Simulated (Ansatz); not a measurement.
Yb (fcc, Cu type)

```cif
data_Yb4
_chemical_formula_sum 'Yb4'
_space_group_name_H-M_alt 'Fm-3m'
_space_group_IT_number 225
_space_group_name_Hall '-F 4 2 3'
_cell_length_a 5.22265
_cell_length_b 5.22265
_cell_length_c 5.22265
_cell_angle_alpha 90.000
_cell_angle_beta 90.000
_cell_angle_gamma 90.000
loop_
_atom_site_label
_atom_site_type_symbol
_atom_site_symmetry_multiplicity
_atom_site_Wyckoff_symbol
_atom_site_fract_x
_atom_site_fract_y
_atom_site_fract_z
_atom_site_occupancy
Yb1 Yb 4 a 0.00000 0.00000 0.00000 1
```
(The calculation used a cell of 1 atom; values per cell refer to that cell.)

This relaxed cell (volume V₀) is scaled evenly in all directions, its shape held. Symmetry pins the atoms to their sites.

The numbers are results of PBE (plane waves to 420 eV, PAW, scalar-relativistic; Ansatz, an electronic-structure program), not measurements. k mesh 15×15×15 (Γ-centred), Fermi-Dirac smearing 0.05 eV. Energies are smeared free energies. The PAW data are Ansatz's earlier set. The relaxed volume of Yb is well below the measured one. Yb is run without spin polarisation. Yb was relaxed with its symmetry unable to fall. The filling of the f shell was not checked against other fillings, so treat energies with care. The zero of ΔE is the relaxed starting cell.

| V (Å³/atom) | ΔE (meV/atom) |
|---|---|
| 32.052 | … |
| 32.942 | 13 |
| 33.833 | 6 |
| 34.723 | 1 |
| 35.613 | 0 |
| 36.504 | 1 |
| 37.394 | 5 |
| 38.284 | 11 |
| 39.175 | 18 |

Question: Some entries are withheld; supply them.

Answer: 
- 32.052, ΔE (meV/atom): 25

(Under strain, the slope of the energy per volume gives the stress and its curvature an elastic modulus.)
